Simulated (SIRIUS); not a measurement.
A self-consistent single point of Ti3Al (P6_3/mmc, 8 atoms in the cell; from Materials Project mp-1823, changed as shown).

```yaml
crystal:
  lattice:
    - [5.63275, 0.00000, 0.00000]
    - [-2.81637, 4.87810, 0.00000]
    - [0.00000, 0.00000, 4.53794]
  atoms:
    - { symbol: Ti, position: [0.82990, 0.65980, 0.25000] }
    - { symbol: Ti, position: [0.17010, 0.34020, 0.75000] }
    - { symbol: Ti, position: [0.17010, 0.82990, 0.75000] }
    - { symbol: Ti, position: [0.82990, 0.17010, 0.25000] }
    - { symbol: Ti, position: [0.34020, 0.17010, 0.25000] }
    - { symbol: Ti, position: [0.65980, 0.82990, 0.75000] }
    - { symbol: Al, position: [0.33333, 0.66667, 0.25000] }
    - { symbol: Al, position: [0.66667, 0.33333, 0.75000] }
```

Method: PBE, GBRV PBE ultrasoft pseudopotentials (plane waves; SIRIUS 7.12.0).

SIRIUS settings:

```
key                                                                   value
--------------------------------------  -----------------------------------
parameters.ngridk                                                     6 6 8
parameters.xc_functionals                      [XC_GGA_X_PBE, XC_GGA_C_PBE]
parameters.gk_cutoff                                           6.325 1/bohr
parameters.pw_cutoff                                          14.143 1/bohr
parameters.smearing                                             fermi_dirac
parameters.smearing_width                                     0.00367493 Ha
potentials                              GBRV PBE ultrasoft pseudopotentials
parameters.electronic_structure_method                      pseudopotential
parameters.num_bands                                                     47
parameters.num_mag_dims                                                   0
parameters.num_dft_iter                                                 100
parameters.energy_tol                                              1e-07 Ha
parameters.density_tol                                                1e-06
mixer.type                                                         anderson
mixer.beta                                                              0.5
mixer.use_hartree                                                     false
```

Results:

- Number of valence electrons: 78
- Number of bands: 47
- Number of k-points after the program's reduction: 35
- Number of plane waves (most at a k-point): 3641
- Number of SCF iterations: 28
- FFT grid: 50 × 50 × 45
- Free energy E − TS: -9919.5673 eV
- Fermi level (on the code's own zero): 13.19 eV
- Pressure: 9.04 GPa
- Largest force (vector length): 0.052 eV/Å

Forces (eV/Å):
| atom | Fx | Fy | Fz |
|---|---|---|---|
| Ti1 | 0.000 | 0.052 | 0.000 |
| Ti2 | 0.000 | -0.052 | 0.000 |
| Ti3 | -0.045 | 0.026 | 0.000 |
| Ti4 | 0.045 | -0.026 | 0.000 |
| Ti5 | -0.045 | -0.026 | 0.000 |
| Ti6 | 0.045 | 0.026 | 0.000 |
| Al7 | 0.000 | 0.000 | 0.000 |
| Al8 | 0.000 | 0.000 | 0.000 |

Stress (GPa, positive for compression):
```
8.62  0.00  0.00
0.00  8.62  0.00
0.00  0.00  9.89
```

For comparison: a first run was changed to give this one (lattice scaled by 0.98), and from it to this one the free energy rises by 29.5 meV/atom, the pressure goes from 1.06 to 9.04 GPa and the largest force moves little (0.049 to 0.052 eV/Å).

The structure comes from a collection of computed structures, made at another level of theory; the collection holds predicted forms beside known ones.

Cost on one core: roughly 2.8 core-minutes.
